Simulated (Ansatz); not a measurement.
Polymorphs of TiO2, each relaxed with r²SCAN (plane waves, PAW; program Ansatz):

A: Pbcn
a = 4.5461 Å, b = 5.5139 Å, c = 4.8946 Å, α = 90.00°, β = 90.00°, γ = 90.00°

```json
[
 {"atom": "Ti", "site": "4c", "symmetry": ".2.", "x": "0.0000", "y": "0.1758", "z": "0.7500"},
 {"atom": "O", "site": "8d", "symmetry": "1", "x": "0.2289", "y": "0.1182", "z": "0.4192"}
]
```

B: P2_1/c
a = 4.8045 Å, b = 4.8668 Å, c = 5.0413 Å, α = γ = 90.00°, β = 99.88°

```csv
atom,site,symmetry,x,y,z
Ti,4e,1,0.2770,0.0545,0.2146
O,4e,1,0.5536,0.2580,0.0367
O,4e,1,0.0635,0.3222,0.3524
```

Rank these by energy per atom at 0 K (lowest first), as r²SCAN gives it.

A (+0 meV/atom), B (+33 meV/atom)

Give each one's gap.

A 3.05 eV; B 2.70 eV.

Not the usual ambient phase: A; B. All cells were relaxed under the symmetry of their starts (and spin orders); stability against distortions was not tested throughout. Rows with no word on spin ran without spin polarisation.

Energies hold the estimated change up to a 700 eV cutoff; steps of a few meV lie near the error of the meshes.

Potentials: the earlier of the program's two PAW sets.
